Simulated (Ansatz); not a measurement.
**CsMgAsH12O10 — O-17 NMR of the central transition**

Cell: a refined structure from the COD, ions relaxed with PBE at fixed cell.

Space group F-43m (No. 216); a = 10.1609 Å.

```csv
site,Wyckoff,site symmetry,x,y,z
Cs,4c,-43m,0.7500,0.2500,0.7500
Mg,4a,-43m,0.0000,0.0000,0.0000
H,48h,..m,0.2621,0.4431,0.5569
As,4d,-43m,0.2500,0.7500,0.2500
O16,24f,2.mm,0.2050,0.5000,0.5000
O22,16e,.3m,0.3473,0.6527,0.3473
```

One atom of each set is listed; the run and its k-mesh use a cell of 25 atoms with edges of 7.18, 7.18, 7.18 Å.

All values are calculated (Ansatz; DFT, PBE, plane waves and PAW, with spin–orbit coupling, 420 eV cutoff, Γ-centred 4×4×4 k-points, Fermi–Dirac smearing 0.02 eV), not measured.

O-17 has I = 5/2 and Q = -25.58 mb (Pyykkö 2018); at 18.8 T its Larmor frequency is ν₀ = 108.6 MHz. Only the quadrupole interaction is simulated: positions count from each site's isotropic chemical shift, and J coupling is left out, as are shift anisotropy and dipolar coupling, which fast spinning averages.

Problem. Simulate the second-order pattern (fast magic-angle spinning, Gaussian broadening 0.3 kHz) of site O22 (1 As at 1.71 Å; also 3 H at 1.63 Å).

Solution. The calculation gives C_Q = -7.75 MHz and η = 0.00, so ν_Q = 1.16 MHz and the centre of gravity lies at -30.6 ppm (-3.32 kHz).

```json
{"offset (kHz)": "-8.647", "height": "0"}
{"offset (kHz)": "-8.444", "height": "1"}
{"offset (kHz)": "-8.241", "height": "3"}
{"offset (kHz)": "-8.038", "height": "5"}
{"offset (kHz)": "-7.835", "height": "5"}
{"offset (kHz)": "-7.632", "height": "5"}
{"offset (kHz)": "-7.428", "height": "5"}
{"offset (kHz)": "-7.225", "height": "5"}
{"offset (kHz)": "-7.022", "height": "5"}
{"offset (kHz)": "-6.819", "height": "5"}
{"offset (kHz)": "-6.616", "height": "5"}
{"offset (kHz)": "-6.413", "height": "6"}
{"offset (kHz)": "-6.210", "height": "6"}
{"offset (kHz)": "-6.007", "height": "6"}
{"offset (kHz)": "-5.804", "height": "6"}
{"offset (kHz)": "-5.600", "height": "6"}
{"offset (kHz)": "-5.397", "height": "18"}
{"offset (kHz)": "-5.194", "height": "65"}
{"offset (kHz)": "-4.991", "height": "74"}
{"offset (kHz)": "-4.788", "height": "53"}
{"offset (kHz)": "-4.585", "height": "44"}
{"offset (kHz)": "-4.382", "height": "40"}
{"offset (kHz)": "-4.179", "height": "37"}
{"offset (kHz)": "-3.976", "height": "36"}
{"offset (kHz)": "-3.772", "height": "35"}
{"offset (kHz)": "-3.569", "height": "34"}
{"offset (kHz)": "-3.366", "height": "34"}
{"offset (kHz)": "-3.163", "height": "34"}
{"offset (kHz)": "-2.960", "height": "35"}
{"offset (kHz)": "-2.757", "height": "36"}
{"offset (kHz)": "-2.554", "height": "37"}
{"offset (kHz)": "-2.351", "height": "39"}
{"offset (kHz)": "-2.148", "height": "42"}
{"offset (kHz)": "-1.945", "height": "47"}
{"offset (kHz)": "-1.741", "height": "54"}
{"offset (kHz)": "-1.538", "height": "70"}
{"offset (kHz)": "-1.335", "height": "100"}
{"offset (kHz)": "-1.132", "height": "68"}
{"offset (kHz)": "-0.929", "height": "9"}
{"offset (kHz)": "-0.726", "height": "0"}
```

An axis of threefold or higher order runs through O22, so V_zz lies along it and η is zero.

The entry's hydrogen positions were far off; the other atoms hardly move on relaxation.

The run took 3.7 min of wall time (3.7 min of CPU time) and 1.5 GiB at its peak, on 1 thread of Arm Neoverse V2 (aarch64; 8 cores open to the job, memory cap 3.0 GiB, no GPU), a shared host with a load of 0.8 a core.
